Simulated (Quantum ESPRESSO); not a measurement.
# Moving one atom in Ga3SiN3C

These are calculations, not measurements. They come from pw.x of Quantum ESPRESSO 7.5, a plane-wave density functional program, with PseudoDojo standard norm-conserving files (v0.5 for PBE, v0.4.1 for LDA and PBEsol). The cells are made up: elements, strain and atom displacements were drawn at random, and nothing was relaxed. There is no spin polarisation, spin-orbit coupling or dispersion term.

The cell has 8 sites of a wurtzite lattice (rectangular cell). Sites 1 to 4 hold Ga Ga Ga Si; sites 5 to 8 hold N C N N. Cell vectors in Å: (3.139, 0.000, 0.000); (0.000, 5.437, 0.000); (0.000, 0.000, 5.126). Settings: PBE, cutoff 1143 eV, 6 x 4 x 4 k mesh shifted by half a step, Fermi-Dirac smearing of 0.025 eV.

Each run shifts the Si atom on site 4 along y and leaves all else fixed. Site 5 is one of its nearest neighbours. E is the free energy of the cell above the lowest run shown. The last column is band 32 less band 31 at Gamma, from a band step after each run.

```
run  shift (Å)  Fy on site 4 (eV/Å)  Fy on site 5 (eV/Å)  P (GPa)  E (meV)  level step at Gamma (eV)
  1    -0.0716                5.599               -3.448    16.51    657.3                     2.278
  2    -0.0576                5.459               -3.505    16.26    579.8                     2.295
  3    -0.0304                5.167               -3.610    15.80    435.3                     2.323
  5    -0.0039                4.859               -3.708    15.36    302.4                     2.347
  6     0.0158                4.615               -3.775    15.04    209.0                     2.363
  7     0.0645                3.958               -3.925    14.30      0.0                     2.393
  4    -0.0199                    ?                    ?        ?        ?                         ?
```

A rerun of one of these cells at 1437 eV and k mesh 8 x 6 x 6 moved values by no more than 0.002 eV in the cell's energy, 0.04 GPa in stress and 0.003 eV/Å in force.

## Worked fit

A parabola through the six runs shown gives Fy on site 4 = 4.812 - 12.18 u - 16.5 u² eV/Å, with u in Å and a scatter of 0.001 eV/Å. Minus the slope, 12.18 ± 0.02 eV/Å², is this atom's force constant along y at u = 0, with its periodic images moving too. The fitted force does not vanish within the range. The error is the larger of the fit's own and the change that a cubic makes, rounded up.

## Withheld run

Question: what Fy on site 4 should run 4 give?

The fit gives 5.048 eV/Å. The calculation gave 5.048 eV/Å.

```
run  shift (Å)  Fy on site 4 (eV/Å)  Fy on site 5 (eV/Å)  P (GPa)  E (meV)  level step at Gamma (eV)
  4    -0.0199                5.048               -3.650    15.62    381.6                     2.333
```